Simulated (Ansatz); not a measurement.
A relaxed cell of AlNi (Pm-3m (No. 221)), relaxed on a k-mesh at least as fine as the one used below. All values below come from r2SCAN (plane waves to 500 eV, PAW, scalar-relativistic; Ansatz, a first-principles code). Γ-centred k-mesh 11×11×11 on the run's cell (coarser than for final values), Fermi–Dirac smearing 0.05 eV.

```yaml
crystal:
  lattice:
    - [2.86315, 0.00000, 0.00000]
    - [0.00000, 2.86315, 0.00000]
    - [0.00000, 0.00000, 2.86315]
  atoms:
    - { symbol: Al, position: [0.00000, 0.00000, 0.00000] }
    - { symbol: Ni, position: [0.50000, 0.50000, 0.50000] }
```

The atoms are displaced by (Å):

| atom | ux | uy | uz |
|---|---|---|---|
| Al1 | -0.528 | -0.056 | -0.345 |
| Ni2 | -0.149 | -0.045 | 0.386 |

Problem. What forces (eV/Å) and pressure result?

Solution. 
```json
[
 {"atom": "Al1", "Fx": "6.09", "Fy": "0.31", "Fz": "5.73"},
 {"atom": "Ni2", "Fx": "-6.09", "Fy": "-0.31", "Fz": "-5.73"}
]
```

Pressure +48.3 GPa.

Problem. Estimate the energy cost of the displacement in the harmonic approximation and compare with the calculation.

Solution. For a harmonic well ΔE = −½ Σ F·u = 3.254 eV a cell, or 1627 meV/atom. The calculated energy relative to the undisplaced cell is +1.40 eV/atom, so anharmonic terms matter at this amplitude.

No spin polarisation in the result: the starting moments vanished. A magnetic state may lie lower.

The run that gave the undisplaced cell could not lose the symmetry of its start; a randomly shaken copy of 2 atoms returns to this structure.
